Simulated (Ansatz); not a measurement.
BeS in space group P6_422 (No. 181; Be on 3c, S on 3d), DFT-PBEsol in the program Ansatz with PAW potentials, all energies at zero smearing, with the estimated change up to a 700 eV cutoff added, with one set of potentials and settings (totals compare only within such a set). Cell of 6 atoms (3 Be, 3 S): -2930.594 eV.

| element | reference phase | E (eV/atom) |
|---|---|---|
| Be | P6_3/mmc, 2 atoms in the cell | -90.3485 |
| S | Fddd, 32 atoms in the cell | -884.8925 |

Formation energy per atom, worked out: (-2930.594 − 3×(-90.3485) − 3×(-884.8925))/6 = -0.812 eV/atom (-78 kJ per mol of atoms), at 0 K, without zero-point energy or fitted corrections.

The start of the workflow was typed in or built on a structure type; neither database checked (COD, Materials Project) lists it. COD files the formula under space group No. 216. Whether it is the stable phase at ambient conditions was not checked. Symmetry was held in the PBEsol relaxation; whether a distortion lowers the energy is not shown. The references are the lowest solids computed at this level, not always the standard phases.

Potentials: the earlier of the program's two PAW sets. The files were generated under PBE; for other functionals the program regenerates the frozen cores, and for LDA and PBEsol the local potential too.
